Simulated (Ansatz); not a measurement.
## How much do the gradients of WSe₂ depend on the method?

Cell: an entry of the Crystallography Open Database (COD) whose atoms were relaxed with PBE, the cell held.

Space group P6_3/mmc (No. 194); a = 3.2900, c = 12.9700 Å, γ = 120.00°.

| site | Wyckoff | site symmetry | x | y | z |
| --- | --- | --- | --- | --- | --- |
| W | 2c | -6m2 | 0.3333 | 0.6667 | 0.2500 |
| Se | 4f | 3m. | 0.3333 | 0.6667 | 0.6203 |

One atom of each set is listed.

First run. All values are calculated (Ansatz; DFT, PBE, plane waves and PAW, scalar-relativistic, collinear spin, 420 eV cutoff, Γ-centred 15×15×4 k-points, Fermi–Dirac smearing 0.02 eV), not measured. Start moments as typed (μB): 2 on each W, none on the rest.

```tsv
site	V_zz (10²¹ V/m²)	η
W	-16.49	0.00
Se	-7.27	0.00
```

Second run. The same atoms and settings, except that spin–orbit coupling is included (fully relativistic PAW files).

Problem. Given the first result, estimate the second.

Solution. 

```csv
site,V_zz,η,change of V_zz
W,-17.10,0.00,-0.61
Se,-6.93,0.00,+0.34
```

The largest change of V_zz is on W, from -16.49 to -17.10. In per cent, |V_zz| changes by +4 on W, -5 on Se (all sites that start above 0.5).

For the first run: The start moments die out, and the run ends without spin.
